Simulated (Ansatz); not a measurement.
Mg2Si (antifluorite type, space group Fm-3m)

```
Mg2Si
1.0
    0.00000     3.18221     3.18221
    3.18221     0.00000     3.18221
    3.18221     3.18221     0.00000
Si Mg
1 2
Direct
  0.00000   0.00000   0.00000
  0.25000   0.25000   0.25000
  0.75000   0.75000   0.75000
```

The relaxed cell is deformed in two ways at once: its volume V is scaled, and at that volume it is stretched along z (the c axis of the conventional cell) so that c/a changes. Fractional atomic positions are held.

Level of theory: PBE (plane waves to 420 eV, PAW, scalar-relativistic; Ansatz, an electronic-structure program). k mesh 9×9×9 (Γ-centred), Fermi-Dirac smearing 0.05 eV. The energy includes the smearing's −TS. As the smearing reaches across the gap at some points, the response to shear is sensitive to the k mesh, so small differences along c/a are uncertain. Mg2Si was relaxed with its symmetry unable to fall. The PAW data are Ansatz's earlier set. ΔE is measured from the relaxed starting cell.

What ΔE (kJ/mol of atoms) does the calculation give at all points of the grid V/V₀ = 0.920, 0.947, 0.973, 1.000, 1.027, 1.053, 1.080 by (c/a)/(c/a)₀ = 0.880, 0.920, 0.960, 1.000, 1.040, 1.080, 1.120?

ΔE (kJ/mol of atoms), with V/V₀ across and (c/a)/(c/a)₀ down:

```
(c/a)/(c/a)₀ \ V/V₀  0.920  0.947  0.973  1.000  1.027  1.053  1.080
-------------------  -----  -----  -----  -----  -----  -----  -----
0.880                  8.9    7.4    6.5    6.2    6.3    6.9    7.8
0.920                  5.3    3.8    3.0    2.7    2.9    3.5    4.5
0.960                  3.2    1.8    0.9    0.7    0.9    1.6    2.6
1.000                  2.6    1.1    0.3    0.0    0.2    0.9    2.0
1.040                  3.2    1.7    0.9    0.6    0.9    1.5    2.6
1.080                  5.0    3.5    2.7    2.4    2.6    3.3    4.3
1.120                  7.9    6.4    5.5    5.2    5.4    6.0    7.0
```

(Under strain, the slope of the energy per volume gives the stress and its curvature an elastic modulus.)
